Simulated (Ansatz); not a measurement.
Zr$_{4}$Al$_{3}$:
Space group P6/mmm (No. 191); a = b = 5.443 Å, c = 5.381 Å, α = β = 90.00°, γ = 120.00°

```json
[
 {"atom": "Zr", "site": "2e", "symmetry": "6mm", "x": "0.0000", "y": "0.0000", "z": "0.2605"},
 {"atom": "Zr", "site": "2d", "symmetry": "-6m2", "x": "0.3333", "y": "0.6667", "z": "0.5000"},
 {"atom": "Al", "site": "3f", "symmetry": "mmm", "x": "0.0000", "y": "0.5000", "z": "0.0000"}
]
```

Relaxed at zero pressure with the program Ansatz at the r²SCAN level (PAW).

Question: The volume is lowered by 6 % and shape and atoms relax at that volume. What pressure results, and how do the axes share the change?

Answer: 7.8 GPa; a -2.1 %, b -2.1 %, c -2.0 %; the energy rises by 28 meV/atom.

Question: Give the new structure.

Answer: 
Space group P6/mmm (No. 191); a = b = 5.3298 Å, c = 5.2748 Å, α = β = 90.00°, γ = 120.00°

```csv
atom,site,symmetry,x,y,z
Zr,2e,6mm,0.0000,0.0000,0.2607
Zr,2d,-6m2,0.3333,0.6667,0.5000
Al,3f,mmm,0.0000,0.5000,0.0000
```

The phase is kept; no other phase was compared at this pressure.

The first step of the workflow began from a Materials Project structure, measured or hypothetical; the Crystallography Open Database copy checked does not list it. Whether it is the stable phase at ambient conditions was not checked. The cell was relaxed with r²SCAN under the symmetry of its start; its stability against distortions is not shown here. The run is not spin-polarised. Axis ratios of metals converge slowly with the k-mesh, so a and c are less sure than the volume.

Potentials: the later of the program's two PAW sets.
